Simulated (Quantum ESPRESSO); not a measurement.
# Strain and stress in Si3O4NF

The results below are calculated, not measured. They come from pw.x of Quantum ESPRESSO 7.5, a plane-wave density functional program, with PseudoDojo standard norm-conserving files (v0.5 for PBE, v0.4.1 for LDA and PBEsol). The cells are made up: elements, strain and atom displacements were drawn at random, and nothing was relaxed. There is no spin polarisation, spin-orbit coupling or dispersion term.

The cell has 9 sites of a quartz lattice. Sites 1 to 3 hold Si Si Si; sites 4 to 9 hold O O O N O F. Cell vectors in Å: (5.152, 0.000, 0.000); (-2.576, 4.462, 0.000); (0.000, 0.000, 5.673). Settings: PBE, cutoff 1143 eV, 5 x 5 x 4 k mesh shifted by half a step, Fermi-Dirac smearing of 0.025 eV.

Each run adds a strain along z to one cell, with the atoms carried along; the vectors above are those of run 2. Stress is positive in tension and P is minus a third of its trace. E is the free energy for each atom above the lowest run shown. The last column is band 25 less band 24 at Gamma, from a band step after each run.

| run | strain (%) | s_xx (GPa) | s_yy (GPa) | s_zz (GPa) | s_xy (GPa) | P (GPa) | E (meV/atom) | level step at Gamma (eV) |
| --- | --- | --- | --- | --- | --- | --- | --- | --- |
| 1 | -1.51 | -2.66 | 0.29 | -5.66 | -0.04 | 2.68 | 5.60 | 1.289 |
| 2 | 0.32 | -0.31 | 2.14 | -1.09 | 0.20 | -0.25 | 0.00 | 1.150 |
| 3 | 1.35 | 0.88 | 3.08 | 1.34 | 0.33 | -1.77 | 0.10 | 1.074 |
| 4 | 1.69 | 1.26 | 3.38 | 2.12 | 0.37 | -2.25 | 0.66 | 1.049 |
| 5 | 1.91 | 1.49 | 3.57 | 2.61 | 0.39 | -2.56 | 1.16 | 1.033 |
| 7 | 2.46 | 2.07 | 4.02 | 3.83 | 0.46 | -3.31 | 2.72 | 0.993 |
| 6 | 2.21 | ? | ? | ? | ? | ? | ? | ? |

A rerun of one of these cells at 1437 eV and k mesh 7 x 7 x 6 moved values by no more than 0.002 eV in the cell's energy, 0.02 GPa in stress and 0.003 eV/Å in force.

## Worked fit

A parabola through the six runs shown gives s_zz = -1.86 + 2.44 e - 0.051 e² GPa, with e in per cent and a scatter of 0.01 GPa. The slope is a stiffness of 244 ± 1 GPa for each unit of this strain at e = 0. The atoms are clamped, and relaxing them would in general lower it. The error is the larger of the fit's own and the change that a cubic makes, rounded up.

## Withheld run

Question: what s_zz should run 6 give?

The fit gives 3.28 GPa. The calculation gave 3.28 GPa.

```
run,strain (%),s_xx (GPa),s_yy (GPa),s_zz (GPa),s_xy (GPa),P (GPa),E (meV/atom),level step at Gamma (eV)
6,2.21,1.81,3.82,3.28,0.43,-2.97,1.92,1.011
```